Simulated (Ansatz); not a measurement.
A geometry of AlCu away from equilibrium: the start of the relaxation of a relaxed AlCu cell displaced along its unstable phonon at q = (½, ½, 0) of its primitive reciprocal cell (75i cm⁻¹), largest move 0.15 Å. Computed with PBEsol (plane waves to 420 eV, PAW, scalar-relativistic; Ansatz, a quantum-chemistry and plane-wave program). Γ-centred k-mesh 10×10×6 on the run's cell (coarser than for final values), Fermi–Dirac smearing 0.05 eV.

```xyz
8
Lattice="6.4042 0.0000 0.0000 3.2021 3.2021 0.0000 0.0000 0.0000 5.1790" Properties=species:S:1:pos:R:3 pbc="T T T"
Cu     6.4277     1.7477     0.6864
Cu     3.1786     1.4543     0.6864
Cu     1.4543    -0.0235     4.4926
Cu     4.9498     0.0235     4.4926
Al     6.4279     1.7492     3.3579
Al     3.1784     1.4529     3.3579
Al     1.4529    -0.0237     1.8210
Al     4.9513     0.0237     1.8210
```

Q: Predict the force on each atom, in eV/Å.

A: 
```tsv
atom	Fx	Fy	Fz
Cu1	0.03	0.13	0.03
Cu2	-0.03	-0.13	0.03
Cu3	-0.13	-0.03	-0.03
Cu4	0.13	0.03	-0.03
Al5	0.01	-0.02	0.03
Al6	-0.01	0.02	0.03
Al7	0.02	-0.01	-0.03
Al8	-0.02	0.01	-0.03
```

Q: What is the pressure?

A: -0.5 GPa, compression positive.

No spin polarisation in the result.

The run could not lose the symmetry of its start: the end is stationary, and may be a saddle point rather than a minimum.

The end of the path is a generated cell of AlCu: the first start was made by placing the elements on the sites of a structure type, and the end was not matched to a known phase here, so it may be hypothetical.
